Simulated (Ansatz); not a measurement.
E(M) for HfB (Fm-3m)

```yaml
crystal:
  lattice:
    - [0.00000, 2.31000, 2.31000]
    - [2.31000, 0.00000, 2.31000]
    - [2.31000, 2.31000, 0.00000]
  atoms:
    - { symbol: Hf, position: [0.50000, 0.50000, 0.50000] }
    - { symbol: B, position: [0.00000, 0.00000, 0.00000] }
```

Geometry: a structure as deposited in COD; nothing is relaxed.

Common settings: PBE, 11×11×11 k mesh, Fermi–Dirac smearing of 0.05 eV. PAW means Ansatz 0.2.0 on its default frozen-core files; LAPW is all-electron LAPW in Ansatz 0.2.0. Site moments are integrated in spheres about the atoms, whose radii differ between the methods. Start moments of the first PAW run (μB): Hf1 0.6.

Each run fixes M = N↑ − N↓ with two Fermi levels; the holding field B = (E_F↑ − E_F↓)/2μB is the slope of the free energy against M over μB. Energies count from each method's free run. The held moment starts spread evenly over Hf1.

**Question.** Does the cell keep a net moment when the moments are free, and how does its energy change with a held moment?

**Answer.** The free run has no net moment (M = 0.00 μB). 
| M (μB/cell) | ΔF PAW (meV/cell) | ΔF LAPW (meV/cell) | B, PAW (T) | largest site moment, PAW (μB) | pressure, PAW (GPa) |
| --- | --- | --- | --- | --- | --- |
| 0.00 | 0.0 | 0.0 | – | 0.00 | 29.8 |
| 0.05 | +0.7 | – | +467 | 0.02 | 29.8 |
| 0.15 | +6.3 | +6.3 | +1525 | 0.06 | 29.8 |
| 0.30 | +28.3 | +28.4 | +3498 | 0.12 | 30.1 |
| 0.50 | +92.5 | – | +7567 | 0.21 | 30.6 |
| 0.80 | +259.2 | +259.4 | +12205 | 0.33 | 31.9 |
| 1.20 | +655.5 | +655.9 | +21374 | 0.48 | 35.1 |

**Question.** Check μB·B = dF/dM between M = 0.15 and 0.30 μB with the PAW numbers.

**Answer.** ΔF/ΔM = +22.0 meV / 0.15 = +146.8 meV per μB, which is +2536 T with μB = 0.05788 meV/T. The mean of the two holding fields is +2512 T. The slope equals the mean of B over the step, so the two agree where B(M) is nearly straight between its ends, and here they lie within a tenth of each other.

Separate runs put a uniform field on the spins (g = 2):

| field (T) | M PAW (μB/cell) | M LAPW (μB/cell) |
| --- | --- | --- |
| 300 | 0.032 | 0.032 |
| 600 | 0.064 | 0.064 |

This cell lies far from its zero-pressure volume, so the numbers describe the cell as given rather than the relaxed compound. The Ansatz runs typed with the search for lower states off end where their start leads. Spin–orbit coupling is left out although heavy atoms are present. These are results for the start and cell typed. The real compound can order otherwise, in a larger cell, or not at all, since semilocal functionals at zero temperature often overstate magnetism.
